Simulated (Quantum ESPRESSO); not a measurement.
## Band energies of BeTe

```
BeTe
1.0
    0.00000     2.80338     2.80338
    2.80338     0.00000     2.80338
    2.80338     2.80338     0.00000
Be Te
1 1
Direct
  0.00000   0.00000   0.00000
  0.25000   0.25000   0.25000
```

PBE (pw.x of Quantum ESPRESSO, ONCV potentials, no spin-orbit coupling); path ΓXWKΓLUWLK,UX; energies in eV from the valence-band maximum.

```
k (1/Å)  point  band 6  band 7  band 8  band 9  band 10  band 11  band 12  band 13
-------  -----  ------  ------  ------  ------  -------  -------  -------  -------
0.00         Γ  -36.31  -12.39    0.00    0.00     0.00     3.62     3.62     3.62
0.34            -36.31  -12.10   -1.46   -0.89    -0.89     3.11     4.95     4.95
0.78            -36.31  -11.05   -4.22   -2.32    -2.32     2.20     3.35     8.17
1.12         X  -36.31  -10.51   -5.17   -2.69    -2.69     1.96     2.67     9.84
1.23            -36.31  -10.51   -5.14   -2.78    -2.75     2.14     2.85     9.60
1.57            -36.31  -10.48   -4.72   -3.62    -3.22     4.37     4.88     6.63
1.68         W  -36.31  -10.48   -4.63   -3.76    -3.26     5.31     5.58     5.61
2.08         K  -36.31  -10.54   -4.81   -3.94    -2.27     2.70     5.30     7.97
2.47            -36.31  -11.09   -4.41   -3.22    -1.23     3.78     5.57     6.22
2.87            -36.31  -12.00   -2.31   -1.30    -0.28     3.98     4.09     4.50
3.17            -36.31  -12.36   -0.26   -0.11    -0.01     3.65     3.66     3.73
3.27         Γ  -36.31  -12.39    0.00    0.00     0.00     3.62     3.62     3.62
3.59            -36.31  -12.12   -2.01   -0.39    -0.39     3.51     4.18     4.18
4.02            -36.31  -11.24   -5.10   -1.05    -1.05     3.18     4.64     4.64
4.24         L  -36.31  -11.01   -5.61   -1.15    -1.15     3.13     4.62     4.62
4.43            -36.31  -10.95   -5.50   -1.81    -1.34     3.58     4.60     5.05
4.73            -36.31  -10.67   -4.99   -3.54    -1.95     3.07     6.62     6.82
4.92         U  -36.31  -10.54   -4.81   -3.94    -2.27     2.70     5.30     7.97
5.12            -36.31  -10.51   -4.74   -3.86    -2.76     3.60     5.40     6.91
5.32         W  -36.31  -10.48   -4.63   -3.76    -3.26     5.31     5.58     5.61
5.52            -36.31  -10.57   -4.77   -3.73    -2.71     4.69     4.96     6.61
5.91            -36.31  -10.95   -5.50   -1.81    -1.36     3.66     4.44     5.15
6.11         L  -36.31  -11.01   -5.61   -1.15    -1.15     3.13     4.62     4.62
6.20            -36.31  -11.00   -5.59   -1.30    -1.19     3.26     4.57     4.70
6.54            -36.31  -10.74   -5.12   -3.22    -1.82     3.22     6.19     6.39
6.80         K  -36.31  -10.54   -4.81   -3.94    -2.27     2.70     5.30     7.97
6.80         U  -36.31  -10.54   -4.81   -3.94    -2.27     2.70     5.30     7.97
7.19         X  -36.31  -10.51   -5.17   -2.69    -2.69     1.96     2.67     9.84
```

The PBE gap is indirect, 1.96 eV, from Γ to X; the smallest direct gap is 3.62 eV.

Without spin-orbit coupling, band edges of such heavy elements can be off by tenths of an eV.

Geometry relaxed with PBEsol.
